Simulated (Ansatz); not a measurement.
Level of theory: DFT PBE, scalar-relativistic, plane waves, PAW in Ansatz 0.2.0. Settings: cutoff 420 eV, Γ-centred meshes spaced at most about 0.3 Å⁻¹, and about 0.25 Å⁻¹ or finer for metals (2π included), Gaussian smearing. No spin polarisation in the final relaxations.

All energies are static (0 K, no zero-point motion). All come from trial cells, and lower structures may exist.

Question: Which of these relaxed structures of Nb2B is the lowest in energy?
1.

Space group R-3m:H (No. 166). a = 3.283 Å, b = 3.283 Å, c = 14.505 Å, α = 90.00°, β = 90.00°, γ = 120.00°
```
atom  site  symmetry       x       y       z
  Nb    6c        3m  0.3333  0.6667  0.9164
   B    3b       -3m  0.6667  0.3333  0.8333
```

2.

Space group Fm-3m (No. 225). a = 5.634 Å, b = 5.634 Å, c = 5.634 Å, α = 90.00°, β = 90.00°, γ = 90.00°
| atom | site | symmetry | x | y | z |
| --- | --- | --- | --- | --- | --- |
| Nb | 8c | -43m | 0.2500 | 0.7500 | 0.7500 |
| B | 4a | m-3m | 0.0000 | 0.0000 | 0.0000 |

3.

Space group P6_3/mmc (No. 194). a = 4.323 Å, b = 4.323 Å, c = 5.158 Å, α = 90.00°, β = 90.00°, γ = 120.00°
```tsv
atom	site	symmetry	x	y	z
Nb	2a	-3m.	0.0000	0.0000	0.0000
Nb	2d	-6m2	0.3333	0.6667	0.7500
B	2c	-6m2	0.3333	0.6667	0.2500
```

Answer: 1. It has the anti-cadmium chloride type, space group R-3m (No. 166); the next, 2, with the anti-fluorite type, space group Fm-3m (No. 225), lies 189 meV/atom higher. Counting B atoms around Nb (those within 1.25 times the shortest such distance or 1.15 times the sum of covalent radii), the lowest has Nb 3 and the next has Nb 4.

Cells relaxed within their symmetry can be saddle points. Some types were kept out of the candidates beforehand, so the set may lack a known form.
